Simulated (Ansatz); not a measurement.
A relaxed cell of Al3BAs4 is given with its symmetry left out. The cell was found from a structure generator's guess, not taken from experiment.

Level of theory: DFT PBE, scalar-relativistic, plane waves, PAW in Ansatz. Cutoff 420 eV, Γ-centred mesh, Gaussian smearing, no spin polarisation.

```cif
data_structure
_symmetry_space_group_name_H-M 'P 1'
_symmetry_Int_Tables_number 1
_cell_length_a 3.8819
_cell_length_b 3.8819
_cell_length_c 12.9625
_cell_angle_alpha 90.000
_cell_angle_beta 90.000
_cell_angle_gamma 120.000
_cell_volume 169.16
loop_
_atom_site_label
_atom_site_type_symbol
_atom_site_fract_x
_atom_site_fract_y
_atom_site_fract_z
_atom_site_occupancy
Al1 Al 0.33333 0.66667 0.50063 1
Al2 Al 0.66667 0.33333 0.23968 1
Al3 Al 0.66667 0.33333 0.76173 1
B1 B 0.33333 0.66667 0.00599 1
As1 As 0.33333 0.66667 0.16840 1
As2 As 0.33333 0.66667 0.69103 1
As3 As 0.66667 0.33333 0.42991 1
As4 As 0.66667 0.33333 0.95463 1
```

Formation energies are uncorrected and refer to the elements' standard structures at the same level.

Q: Find its symmetry and describe it.

A: P3m1 (No. 156), with Al and B ordered on wurtzite sites. Conventional cell: a = 3.882 Å, c = 12.962 Å. Al on its first site is surrounded by 4 As at 2.42–2.47 Å; around Al on its second site lie 4 As at 2.42–2.47 Å; B is surrounded by 1 As at 2.11 Å and 3 As at 2.34 Å; As on its first site has 1 B at 2.11 Å and 3 Al at 2.42 Å; 4 more sites not described.

Q: How far does it lie from the elements in energy?

A: −0.199 eV/atom.

Q: Is it a metal?

A: No, the gap on the 12×12×4 mesh is 0.15 eV.

The last run used a 12×12×4 mesh (in the run's order of axes) for its 8-atom cell and Gaussian smearing of 0.01 eV. Kohn–Sham gaps at this level usually fall short of measured ones. The reference form of As is held partly by dispersion forces, which this level lacks. Small gaps are read on the mesh alone, and bands can cross between its points. Symmetry constrained the relaxation, so the result can be a saddle point. Another cell of Al3BAs4 relaxed alike, in I-42m, lies 82 meV/atom lower, so this cell isn't the stable form at this level.
